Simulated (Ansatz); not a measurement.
Ge₂Pd:
```xyz
6
Lattice="1.8233 -6.1038 0.0000 1.8233 6.1038 0.0000 0.0000 0.0000 4.6264" Properties=species:S:1:pos:R:3 pbc="T T T"
Ge     1.8233    -5.3315     3.4698
Ge     1.8233     5.3315     1.1566
Ge     1.8233     2.8848     3.4698
Ge     1.8233    -2.8848     1.1566
Pd     1.8233    -1.2576     3.4698
Pd     1.8233     1.2576     1.1566
```

Relaxed with PBE. Special points in fractions of this cell's reciprocal vectors: Γ (0.000, 0.000, 0.000); Y (-0.500, 0.500, 0.000); C0 (-0.272, 0.728, 0.000); Σ0 (0.272, 0.272, 0.000); Z (0.000, 0.000, 0.500); A0 (0.272, 0.272, 0.500); E0 (-0.272, 0.728, 0.500); T (-0.500, 0.500, 0.500); S (0.000, 0.500, 0.000); R (0.000, 0.500, 0.500).

### Question
List the band energies nearest the Fermi level at these points for DFT-PBE in the program Ansatz with PAW potentials.

### Answer
In eV from the Fermi level; about four levels below and three above (degenerate sets whole), none deeper than 8.9 eV; points with the same levels are listed once.

| k | below | above |
|---|---|---|
| Γ | -2.69 -2.68 -2.68 -1.08 | 0.44 0.58 0.83 |
| Y | -1.71 -1.59 -1.33 -0.97 | 0.60 1.51 2.32 |
| C0 | -2.26 -2.09 -1.13 -0.96 | 0.19 0.51 0.93 |
| Z | -2.77 -2.77 -1.75 -1.75 | 1.92 1.92 1.98 1.98 |
| A0 | -1.04 -1.04 -0.17 -0.17 | 2.56 2.56 3.30 3.30 |
| T | -2.84 -2.84 -0.99 -0.99 | 0.02 0.02 1.09 1.09 |
| S | -2.15 -2.09 -1.48 -0.50 | 0.01 0.64 0.68 |
| R | -2.01 -2.01 -1.45 -1.45 | 0.11 0.11 1.69 1.69 |

Space group Cmcm. The cell is a constructed one: a structure type filled with these elements; neither database checked (COD, Materials Project) lists it. Its standing as an ambient phase is unchecked. The cell was relaxed with PBE under the symmetry of its start; whether a distortion lowers the energy is not shown. The run is not spin-polarised. Spin–orbit coupling is left out wherever it is not named.

Potentials: the later of the program's two PAW sets.
